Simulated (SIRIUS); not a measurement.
Consider a self-consistent single point of AlGaN2 (Pmm2, 4 atoms in the cell; from Materials Project mp-1008556, changed as shown).

```
AlGaN2
1.0
    3.14088     0.00000     0.00000
    0.00000     3.20370     0.00000
    0.00000     0.00000     4.42384
Al Ga N
1 1 2
Direct
  0.50000   0.50000   0.50000
  0.00000   0.00000   0.00000
  0.50000   0.00000   0.73826
  0.00000   0.50000   0.26174
```

Computed with SIRIUS 7.12.0 with LDA (PW92), FP-LAPW (LAPW with two local orbitals a valence shell; core below -3 Ha), all-electron full potential with ZORA scalar-relativistic valence and Dirac core.

SIRIUS settings:

* **parameters.ngridk**: 6 6 4
* **basis**: LAPW with two local orbitals a valence shell, core below -3 Ha
* **unit_cell.atom_type_rmt**: {Al: 1.85, Ga: 1.98, N: 1.58} bohr
* **parameters.xc_functionals**: [XC_LDA_X, XC_LDA_C_PW]
* **parameters.aw_cutoff**: 7
* **parameters.pw_cutoff**: 20 1/bohr
* **parameters.smearing**: gaussian
* **parameters.smearing_width**: 0.000734986 Ha
* **parameters.electronic_structure_method**: full_potential_lapwlo
* **parameters.lmax_apw**: 8
* **parameters.lmax_rho**: 8
* **parameters.lmax_pot**: 8
* **parameters.auto_rmt**: 0
* **parameters.num_fv_states**: 20
* **parameters.num_mag_dims**: 0
* **parameters.num_dft_iter**: 100
* **parameters.energy_tol**: 1e-07 Ha
* **parameters.density_tol**: 1e-06
* **mixer.type**: anderson
* **mixer.beta**: 0.2
* **mixer.use_hartree**: false

Results:

* **Number of valence electrons**: 32
* **Number of bands**: 20
* **Number of k-points after the program's reduction**: 48
* **Size of the basis**: 500
* **Number of SCF iterations**: 16
* **FFT grid**: 40 × 45 × 60
* **Free energy E − TS**: -62373.5199 eV
* **Gap on the k-point mesh**: 2.68 eV
* **Largest force (vector length)**: 0.306 eV/Å

Forces (eV/Å):
```
atom     Fx     Fy      Fz
----  -----  -----  ------
Al1   0.000  0.000   0.134
Ga2   0.000  0.000   0.145
N3    0.000  0.000   0.029
N4    0.000  0.000  -0.306
```

The gap is read on the k-point mesh of the run and can differ from the gap over the whole zone at this level.

For comparison: a first run was changed to give this one (lattice vector b scaled by 1.02), and from it to this one the free energy rises by 10.9 meV/atom, the largest force goes from 0.190 to 0.306 eV/Å and the gap on the mesh goes from 2.861 to 2.678 eV.

The structure comes from a collection of computed structures, made at another level of theory; the collection holds predicted forms beside known ones. Values depend on the basis (sphere radii, cutoffs, local orbitals), which need not be converged.

Cost on one core: roughly 110 core-seconds.
